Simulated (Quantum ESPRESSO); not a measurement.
pw.x input (Quantum ESPRESSO 7.5; PBEsol, PseudoDojo standard norm-conserving files, scalar-relativistic):

```
&CONTROL
  calculation = 'scf'
  pseudo_dir = './pseudo'
  outdir = './out'
  tprnfor = .true.
  tstress = .true.
/
&SYSTEM
  ibrav = 0
  nat = 2
  ntyp = 2
  ecutwfc = 92.0
  ecutrho = 368.0
  occupations = 'smearing'
  smearing = 'fd'
  degauss = 0.005
  nbnd = 19
/
&ELECTRONS
  conv_thr = 2e-10
/
ATOMIC_SPECIES
Cu 63.5460 Cu.upf
Y 88.9058 Y.upf
CELL_PARAMETERS angstrom
  3.458120000000   0.000000000000   0.000000000000
  0.000000000000   3.458120000000   0.000000000000
  0.000000000000   0.000000000000   3.458120000000
ATOMIC_POSITIONS crystal
Cu   0.500000000000   0.500000000000   0.500000000000
Y   0.000000000000   0.000000000000   0.000000000000
K_POINTS automatic
12 12 12 0 0 0
```

End of the output:

```

[...]
     the Fermi energy is    12.6265 ev
!    total energy              =    -460.51402772 Ry
     estimated scf accuracy    <          9.2E-11 Ry
     smearing contrib. (-TS)   =      -0.00128352 Ry
     internal energy E=F+TS    =    -460.51274420 Ry
     The total energy is F=E-TS. E is the sum of the following terms:
     one-electron contribution =    -299.16056449 Ry
     hartree contribution      =     161.18007051 Ry
     xc contribution           =     -61.96411648 Ry
     ewald contribution        =    -260.56813374 Ry
     convergence has been achieved in  16 iterations
     Forces acting on atoms (cartesian axes, Ry/au):
     atom    1 type  1   force =     0.00000000    0.00000000    0.00000000
     atom    2 type  2   force =     0.00000000    0.00000000    0.00000000
     Total force =     0.000000     Total SCF correction =     0.000000
     Computing stress (Cartesian axis) and pressure
          total   stress  (Ry/bohr**3)                   (kbar)     P=      -22.61
  -0.00015368   0.00000000   0.00000000          -22.61        0.00        0.00
   0.00000000  -0.00015368   0.00000000            0.00      -22.61        0.00
   0.00000000   0.00000000  -0.00015368            0.00        0.00      -22.61
```

Geometry of the Materials Project entry, not relaxed at this level.
